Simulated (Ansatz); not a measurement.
## A plane-wave run on NiHgCl3

Input file of Ansatz 0.2.0:

```yaml
crystal:
  lattice:
    - [6.700135, 0.0, 0.0]
    - [-3.350068, 5.802489, 0.0]
    - [0.0, 0.0, 5.553703]
  atoms:
    - { symbol: Hg, position: [0.3333, 0.6667, 0.75] }
    - { symbol: Hg, position: [0.6666, 0.3333, 0.25] }
    - { symbol: Ni, position: [0.0, 0.0, 0.0] }
    - { symbol: Ni, position: [0.0, 0.0, 0.5] }
    - { symbol: Cl, position: [0.15346, 0.30692, 0.25] }
    - { symbol: Cl, position: [0.84654, 0.15346, 0.75] }
    - { symbol: Cl, position: [0.69308, 0.84654, 0.25] }
    - { symbol: Cl, position: [0.84654, 0.69308, 0.75] }
    - { symbol: Cl, position: [0.15346, 0.84654, 0.25] }
    - { symbol: Cl, position: [0.30692, 0.15346, 0.75] }
  symmetry: { tolerance: 0.0003 }
kpoints:
  mp_grid: { grid: [6, 6, 6], shift: [0, 0, 0] }
  band_path:
    path:
      - [0.0, 0.0, 0.0]
      - [0.49999994, 8.0e-08, 0.0]
      - [0.33333329, 0.33333345, 0.0]
      - [0.0, 0.0, 0.0]
      - [0.0, 0.0, 0.5]
      - [0.49999994, 8.0e-08, 0.5]
      - [0.33333329, 0.33333345, 0.5]
      - [0.0, 0.0, 0.5]
      - [0.49999994, 8.0e-08, 0.5]
      - [0.49999994, 8.0e-08, 0.0]
      - [0.33333329, 0.33333345, 0.5]
    npoints: 7
magnetization:
  spin_polarized: false
scf:
  occupations: { method: fermi_dirac, width: 0.0601 }
  lower_state_search: "off"
  max_iter: 200
hamiltonian:
  pseudopotentials: { kind: paw }
  xc: pbe
basis:
  ecutwfc: 420
  fft_grid_basis: typed
output:
  forces: true
  stress: true
  eigenvalues: true
  bader: true
  populations: true
  elf: true
  write_potential: true
  volumetric_format: npy
  dos:
    e_range: [-12, 8]
    de: 0.05
    projected: { site_lists: { Cl: [Cl], Hg: [Hg], Ni: [Ni] } }
checkpoint:
  read: saved_state
```

Run as

```sh
ansatz run input.yaml --threads 1 --pin off --max-ram 2560MiB --backend cpu --events-out ev --progress --plain --runs-dir out
```

The run starts from an earlier solution of this cell. 

Excerpt of what it printed:

```
Warning: the atoms were moved onto the symmetric positions of the space group found under crystal.symmetry.tolerance 3.0e-4 (fractional; no operation is sought that the atoms, as they stand in a round, miss by more than twice it, and no atom is moved by as much as it), and the run uses the moved positions.
Pseudopotentials: kind: paw
Pseudopotential: Hg, paw, valence charge 20, recommended cutoff 420 eV (normal), Hg.paw.azcp
Pseudopotential: Ni, paw, valence charge 18, recommended cutoff 420 eV (normal), Ni.paw.azcp
Pseudopotential: Cl, paw, valence charge 7, recommended cutoff 420 eV (normal), Cl.paw.azcp
Functional definition: PBE
  exchange = pbe_x(kappa = kappa, mu = beta*pi^2/3)
  correlation = pbe_c(beta = beta)
Crystal: 10 atoms, lattice volume = 215.914 Å³
Basis set: ecut = 420 eV, 4231 PW (Γ), exchange–correlation on 90×90×80 points (8 copies of the dense FFT grid, shifted against one another)
Bands: 71, of which v1, the nominal top of the filled ones, is band 59 counted from 1 (58 counted from 0)
Symmetry: 24 space group operations
Space group: P63/mmc (ITA 194), of the structure as read, at distance tolerance 1.8e-3 Å
k-points: 28 of 216
Initial density: read from a saved state, or passed on in memory by an earlier SCF of this step, an earlier step, the calling program or the single point that the run made first
Functional: x = pbe(κ = 0.804, μ = 0.2195), c = pbe(β = 0.0667)
SCF iter   1: F=—  Δρ=4.94e-3  dr2=6.36e-2
SCF iter   2: F=—  Δρ=1.04e-3  dr2=1.85e-3
SCF iter   3: F=—  Δρ=2.06e-3  dr2=5.94e-3
SCF iter   4: F=—  Δρ=5.57e-4  dr2=6.86e-4
SCF iter   5: F=—  Δρ=4.80e-4  dr2=3.46e-4
SCF iter   6: F=—  Δρ=1.62e-4  dr2=4.69e-5
SCF iter   7: F=—  Δρ=4.96e-5  dr2=4.07e-6
SCF iter   8: F=-45786.3586 eV  Δρ=9.16e-6  dr2=8.74e-8
Free energy (F): -45786.3586 eV
Harris-Foulkes:  -45786.3586 eV  (|F-HF|=3.14e-8)
Internal energy: -45786.2286 eV  (E = F + TS)
E sigma→0 (E₀):  -45786.2936 eV
Entropy (-TS):   -0.1300 eV (-12.998 meV/atom)
Fermi energy:    6.9804 eV
--- Per-component energies (eV) ---
  E_band       = -2003.6045
  E_kinetic    = 2740.4919
  E_local      = -19412.0403  (includes V_loc(G=0)·N_el)
  E_nonlocal   = 1596.5525
  E_hartree    = 8232.7073
  E_xc         = -1249.9531
  E_vxc        = -1471.0037  (∫ρ·V_xc dr)
  E_paw        = -27108.5071  (= ΣΔE_a)
  E_vpaw       = -1923.0625  (= ΣTr[D̂ρ^β])
  E_aug_tail   = 0.0034  (compensation charges beyond the density's cutoff)
  E_ewald      = -10585.4832
  E_smearing   = -0.1300  (= −TS)
--- Forces (eV/Å), atoms counted from 1 ---
  atom   1  Hg     0.0000     0.0000     0.0000
  atom   2  Hg     0.0000     0.0000     0.0000
  atom   3  Ni     0.0000     0.0000     0.0000
  atom   4  Ni     0.0000     0.0000     0.0000
  atom   5  Cl     0.0000     0.8400     0.0000
  atom   6  Cl    -0.7274     0.4200     0.0000
  atom   7  Cl    -0.7274    -0.4200     0.0000
  atom   8  Cl     0.0000    -0.8400     0.0000
  atom   9  Cl     0.7274    -0.4200     0.0000
  atom  10  Cl     0.7274     0.4200     0.0000
--- Stress (GPa, compression-positive) ---
        5.0476       0.0000       0.0000
        0.0000       5.0476       0.0000
        0.0000       0.0000       4.5806
  P = ⅓ Tr σ = 4.8919 GPa (48.919 kbar)
--- Bader charges: 10 sites ---
  site symbol  charge [e]  shift [e]
     0     Hg      0.3247     0.0000
     1     Hg      0.3247     0.0000
     2     Ni      0.9235     0.0027
     3     Ni      0.9235     0.0027
     4     Cl     -0.4161     0.0009
     5     Cl     -0.4161     0.0009
     6     Cl     -0.4161     0.0009
     7     Cl     -0.4161     0.0009
     8     Cl     -0.4161     0.0009
     9     Cl     -0.4161     0.0009
```

Origin: a known structure type with other elements, at an estimated volume, so it need not be a known compound. Caveats: no spin polarisation, so a magnetic state may lie lower.

Task: How long did it run, and on what?

Result: Cost: 86 s on 1 thread of Intel(R) Xeon(R) Platinum 8488C (Sapphire Rapids), on a shared host, peak memory 0.97 GiB (start from a saved density).
